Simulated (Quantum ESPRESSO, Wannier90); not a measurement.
# Wannier functions of RuO$_{2}$ (rutile)

```
begin unit_cell_cart
ang
    4.4825000000    0.0000000000    0.0000000000
    0.0000000000    4.4825000000    0.0000000000
    0.0000000000    0.0000000000    3.1113400000
end unit_cell_cart
begin atoms_frac
Ru   0.5000000000  0.5000000000  0.5000000000
Ru   0.0000000000  0.0000000000  0.0000000000
O   -0.1945600000  0.1945600000  0.5000000000
O    0.1945600000 -0.1945600000  0.5000000000
O    0.3054400000  0.3054400000  0.0000000000
O   -0.3054400000 -0.3054400000  0.0000000000
end atoms_frac
```

Cell from Materials Project (mp-825), symmetrised, no further relaxation. COD (Crystallography Open Database) has an entry of this formula and space group (matched by these alone). Computed values, not measurements, from PBEsol: Quantum ESPRESSO (norm-conserving PseudoDojo potentials, cutoff 68 Ry, spinors with spin-orbit coupling) on a Γ-centred 4×4×6 mesh, then Wannier90. Density: 8×8×10 mesh, cold smearing 0.01 Ry.

A tight-binding model is made by disentanglement and projection with no localisation steps (num_iter = 0), so the 44 orbitals stay atom-like: hydrogen-like Ru: d; O: p, axes along x, y, z; frozen window up to 1.50 eV relative to the Fermi level. It follows pw.x to 0.6 meV rms for states up to 1.0 eV relative to the Fermi level. Matrix elements depend on this choice of orbitals and windows.

The 45 largest hoppings ⟨m,0|H|n,R⟩ between different sites (one of each Hermitian pair; signs follow the real orbitals' lobes; the list may end inside a set of equal values):

```tsv
m	n	R	distance of the centres (Å)	t (eV)	Im t (eV)
O5 px↑	Ru2 dxy↑	0 0 0	1.93	1.696	0.006
O5 px↓	Ru2 dxy↓	0 0 0	1.93	1.696	-0.006
O5 py↑	Ru2 dxy↑	0 0 0	1.93	1.696	-0.006
O5 py↓	Ru2 dxy↓	0 0 0	1.93	1.696	0.006
O6 px↑	Ru2 dxy↑	0 0 0	1.93	-1.696	-0.006
O6 px↓	Ru2 dxy↓	0 0 0	1.93	-1.696	0.006
O6 py↑	Ru2 dxy↑	0 0 0	1.93	-1.696	0.006
O6 py↓	Ru2 dxy↓	0 0 0	1.93	-1.696	-0.006
Ru1 dxy↑	O4 px↑	0 1 0	1.93	1.696	0.006
Ru1 dxy↑	O4 py↑	0 1 0	1.93	-1.696	0.006
Ru1 dxy↓	O4 px↓	0 1 0	1.93	1.696	-0.006
Ru1 dxy↓	O4 py↓	0 1 0	1.93	-1.696	-0.006
Ru1 dxy↑	O3 px↑	1 0 0	1.93	-1.696	-0.006
Ru1 dxy↑	O3 py↑	1 0 0	1.93	1.696	-0.006
Ru1 dxy↓	O3 px↓	1 0 0	1.93	-1.696	0.006
Ru1 dxy↓	O3 py↓	1 0 0	1.93	1.696	0.006
O3 pz↑	Ru2 dxz↑	0 0 0	1.98	-1.325	0.003
O3 pz↑	Ru2 dyz↑	0 0 0	1.98	1.325	0.003
O3 pz↓	Ru2 dxz↓	0 0 0	1.98	-1.325	-0.003
O3 pz↓	Ru2 dyz↓	0 0 0	1.98	1.325	-0.003
O4 pz↑	Ru2 dxz↑	0 0 0	1.98	1.325	-0.003
O4 pz↑	Ru2 dyz↑	0 0 0	1.98	-1.325	-0.003
O4 pz↓	Ru2 dxz↓	0 0 0	1.98	1.325	0.003
O4 pz↓	Ru2 dyz↓	0 0 0	1.98	-1.325	0.003
O5 pz↑	Ru1 dxz↑	0 0 0	1.98	-1.325	-0.003
O5 pz↑	Ru1 dyz↑	0 0 0	1.98	-1.325	0.003
O5 pz↓	Ru1 dxz↓	0 0 0	1.98	-1.325	0.003
O5 pz↓	Ru1 dyz↓	0 0 0	1.98	-1.325	-0.003
Ru1 dxz↑	O5 pz↑	0 0 1	1.98	-1.325	0.003
Ru1 dxz↓	O5 pz↓	0 0 1	1.98	-1.325	-0.003
Ru1 dyz↑	O5 pz↑	0 0 1	1.98	-1.325	-0.003
Ru1 dyz↓	O5 pz↓	0 0 1	1.98	-1.325	0.003
O3 pz↑	Ru2 dxz↑	0 0 1	1.98	-1.325	0.003
O3 pz↑	Ru2 dyz↑	0 0 1	1.98	1.325	0.003
O3 pz↓	Ru2 dxz↓	0 0 1	1.98	-1.325	-0.003
O3 pz↓	Ru2 dyz↓	0 0 1	1.98	1.325	-0.003
O4 pz↑	Ru2 dxz↑	0 0 1	1.98	1.325	-0.003
O4 pz↑	Ru2 dyz↑	0 0 1	1.98	-1.325	-0.003
O4 pz↓	Ru2 dxz↓	0 0 1	1.98	1.325	0.003
O4 pz↓	Ru2 dyz↓	0 0 1	1.98	-1.325	0.003
Ru1 dxz↑	O6 pz↑	1 1 0	1.98	1.325	-0.003
Ru1 dxz↓	O6 pz↓	1 1 0	1.98	1.325	0.003
Ru1 dyz↑	O6 pz↑	1 1 0	1.98	1.325	0.003
Ru1 dyz↓	O6 pz↓	1 1 0	1.98	1.325	-0.003
Ru1 dxz↑	O6 pz↑	1 1 1	1.98	1.325	-0.003
```
